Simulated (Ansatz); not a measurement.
Given:

SnPbS$_{2}$:
```yaml
crystal:
  lattice:
    - [2.05793, 1.18815, 6.72447]
    - [-2.05793, 1.18815, 6.72447]
    - [0.00000, -2.37629, 6.72447]
  atoms:
    - { symbol: Sn, position: [0.50000, 0.50000, 0.50000] }
    - { symbol: Pb, position: [0.00000, 0.00000, 0.00000] }
    - { symbol: S, position: [0.24702, 0.24702, 0.24702] }
    - { symbol: S, position: [0.75298, 0.75298, 0.75298] }
```

This is the PBEsol-relaxed structure.

### Question
All from PBEsol (plane waves, PAW; program Ansatz), unless another level is named. Estimate the highest zone-centre frequency.

### Answer
227 cm⁻¹.

### Question
What about the bulk modulus (Birch–Murnaghan fit)?

### Answer
59.8 GPa.

Space group R-3m. The first step of the workflow began from a Materials Project structure, measured or hypothetical; the Crystallography Open Database copy checked does not list it. With Sn and Pb taken as one species the cell has the higher symmetry Fm-3m, so it may be an ordered model of a mixed-site phase. Whether it is the stable phase at ambient conditions was not checked. The cell was relaxed with PBEsol under the symmetry of its start; of distortions, only those at the zone centre were tested. As this level gives no gap, phonon frequencies hold no LO–TO term and depend on the k-mesh and smearing (Fermi–Dirac, 0.1 eV here). Scalar-relativistic: spin–orbit coupling is off unless named, which matters more the heavier the elements.

Potentials: the later of the program's two PAW sets.
